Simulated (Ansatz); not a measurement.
BP:
```xyz
2
Lattice="0.0000 2.2741 2.2741 2.2741 0.0000 2.2741 2.2741 2.2741 0.0000" Properties=species:S:1:pos:R:3 pbc="T T T"
B      0.0000     0.0000     0.0000
P      3.4112     3.4112     3.4112
```

This is the PBE-relaxed structure.

### Question
All from DFT-PBE in the program Ansatz with PAW potentials, unless another level is named. Give the band gap.

### Answer
1.25 eV (indirect).

### Question
Predict the formation energy from the elements (no fitted shifts).

### Answer
-0.43 eV/atom.

### Question
Predict the smallest direct gap on the standard path.

### Answer
3.39 eV.

### Question
What about the valence-band maximum?

### Answer
at Γ.

Space group F-43m (zinc blende). The cell was relaxed with PBE under the symmetry of its start. The references are the lowest solids computed at this level, not always the standard phases.

Potentials: the later of the program's two PAW sets.
